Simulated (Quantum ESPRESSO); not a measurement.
```cif
data_InN
_chemical_formula_sum 'N1 In1'
_space_group_name_H-M_alt 'P 1'
_space_group_IT_number 1
_cell_length_a 3.49171
_cell_length_b 3.49171
_cell_length_c 3.49171
_cell_angle_alpha 60.000
_cell_angle_beta 60.000
_cell_angle_gamma 60.000
loop_
_space_group_symop_operation_xyz
  'x, y, z'
loop_
_atom_site_label
_atom_site_type_symbol
_atom_site_fract_x
_atom_site_fract_y
_atom_site_fract_z
_atom_site_occupancy
N1 N 0.75000 0.75000 0.75000 1
In1 In 0.00000 0.00000 0.00000 1
```

Cell and atoms were relaxed with LDA from Materials Project entry mp-20411, within its symmetry.

Task: What does LDA (pw.x of Quantum ESPRESSO, ONCV potentials, no spin-orbit coupling) give for the electronic structure near the Fermi level?

Result: At this level the gap is closed or nearly so: along the path the highest valence and lowest conduction bands touch, or overlap by less than 0.6 eV, a zero-gap or semimetallic result; the valence top lies at Γ, the conduction bottom at Γ. Semilocal functionals close the gaps of some narrow-gap semiconductors, so this alone doesn't show that the compound has none. Spin-orbit splittings are left out.

This is not the ordinary phase of the substance; no match was found in the copy of COD used, and its stability was not checked.
